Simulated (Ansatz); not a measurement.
The elements of this relaxed trial crystal are hidden behind letters.

```
lattice vectors (Å)
   3.7319    0.0000    0.0000
   0.0000    3.7319    0.0000
   0.0000    0.0000    6.5791
fractional positions
X 0.5000 0.0000 0.3474
X 0.0000 0.5000 0.6526
Z 0.0000 0.5000 0.2316
Z 0.5000 0.0000 0.7684
Z 0.5000 0.5000 0.0000
```

These are results of DFT PBE, scalar-relativistic, plane waves, PAW (Ansatz), not measurements. Cutoff 420 eV, Γ-centred 10×10×6 mesh (5-atom cell), Gaussian smearing of 0.10 eV, no spin polarisation.

```
Space group                                : P-4m2 (No. 115)
Conventional cell                          : a = 3.732 Å, c = 6.579 Å
Volume per atom                            : 18.32 Å³
Density                                    : 4.83 g/cm³
Energy over the elements                   : −0.47 eV/atom
Gap on the 10×10×6 mesh of the 5-atom cell : 0 eV (a metal)
```

Energies are uncorrected and count from the elements' standard states at the same level.

Question: X is a d-block element of period 5 and Z is a p-block element of period 3. Which elements are they?

Answer: X = Zr, Z = Si, so the formula is Zr2Si3. Density times volume gives a mean mass of 4.83 × 18.32/1.6605 = 53.3 u per atom, and this set has 53.3 u. Around Zr lie 5 Si at 2.75–2.77 Å, 2 Si at 2.95 Å and 4 Zr at 3.32 Å; around Si on a site of symmetry 2mm lie 2 Si at 2.41 Å and 5 Zr at 2.75–2.77 Å; around Si on a site of symmetry -4m2 lie 4 Si at 2.41 Å and 4 Zr at 2.95 Å. Other sets within the hints have nearly the same mass, so mass alone doesn't settle it; this one was computed.

Symmetry constrained the relaxation, so the result can be a saddle point.
